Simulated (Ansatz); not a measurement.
# Si3N4: Quadrupolar parameters

The cell is an entry of the Crystallography Open Database (COD; perhaps a calculated or model structure) whose atoms were relaxed with PBE, the cell held.

Space group Fd-3m:1 (No. 227); a = 7.6765 Å.

```
site  Wyckoff  site symmetry       x       y       z
 Si1      16d           .-3m  0.1250  0.1250  0.6250
 Si5       8a           -43m  0.5000  0.5000  0.0000
   N      32e            .3m  0.8822  0.8822  0.3822
```

One atom of each set is listed; the run and its k-mesh use a cell of 14 atoms with edges of 5.43, 5.43, 5.43 Å.

Method: Kohn–Sham DFT in Ansatz, PBE, plane waves and PAW, scalar-relativistic, 420 eV cutoff, Γ-centred 4×4×4 k-points, fixed occupations.

Conventions: |V_zz| ≥ |V_yy| ≥ |V_xx|, η = (V_xx − V_yy)/V_zz, C_Q = eQV_zz/h.

¹⁴N: I = 1, Q = 20.44 mb. Q values from Pyykkö, Mol. Phys. 116, 1328 (2018).

```
site  atoms          first shell  V_zz (10²¹ V/m²)     η  C_Q (MHz)
 Si1      4        6 N at 1.87 Å              0.22  0.00          –
 Si5      2        4 N at 1.76 Å              0.00     –          –
   N      8  4 Si at 1.76–1.87 Å              2.79  0.00       1.38
```

An axis of threefold or higher order runs through Si1 and N, so V_zz lies along it and η is zero. Si5 sits on a cubic site, where every gradient vanishes.

Si has no stable isotope with a ground-state quadrupole moment in the table, so no C_Q is given.
